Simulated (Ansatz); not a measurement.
Task: Ge in space group Fd-3m (No. 227; Ge on 32e) is relaxed with PBEsol (plane waves, PAW; program Ansatz). What lattice parameters of the conventional cell result?

Result: a = 12.686 Å.

Task: Give the free coordinates with the occupied sites.

Result: In one choice of origin and axes:

| atom | site | symmetry | x | y | z |
|---|---|---|---|---|---|
| Ge | 32e | .3m | 0.0715 | 0.0715 | 0.0715 |

Task: Is it a metal or does it have a gap at this level?

Result: No gap at this level.

The start of the workflow was typed in or built on a structure type. Its sites differ from those of the usual phase in this space group: another stacking or structure type. Symmetry was held in the PBEsol relaxation; whether a distortion lowers the energy is not shown. The volume moved by 47 % from the start of the relaxation. Spin–orbit coupling is left out wherever it is not named.

Potentials: the later of the program's two PAW sets.
